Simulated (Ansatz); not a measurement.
Here is the system:

SiC:
```
CELL_PARAMETERS angstrom
      3.12757     0.00000     0.00000
     -1.56379     2.70856     0.00000
      0.00000     0.00000     4.97926
ATOMIC_POSITIONS crystal
  Si 0.33333 0.66667 0.25000
  Si 0.66667 0.33333 0.75000
  C  0.33333 0.66667 0.75000
  C  0.66667 0.33333 0.25000
```

This is the r²SCAN+D4-relaxed structure.

Task: All from plane-wave PAW r²SCAN+D4 (Ansatz code), unless another level is named. Give the formation energy from the elements (no fitted shifts).

Result: 0.16 eV/atom.

Task: Give the valence-band maximum.

Result: at Γ.

Task: Predict the conduction-band minimum.

Result: at M (3 equivalent valleys).

Task: Predict the weight of the valence-edge state by species (Voronoi cells).

Result: C 90 %, Si 10 %.

Space group P6_3/mmc. The start of the workflow was typed in or built on a structure type; neither database checked (COD, Materials Project) lists it. It is not the phase usual at ambient conditions (space group No. 186, 216). The r²SCAN+D4 relaxation kept the symmetry of its start; whether a distortion lowers the energy is not shown. The volume moved by -46 % from the start of the relaxation. Its formation energy is positive at this level, so the cell may be metastable or incomplete. The references are the lowest solids computed at this level, not always the standard phases.

Potentials: the later of the program's two PAW sets.
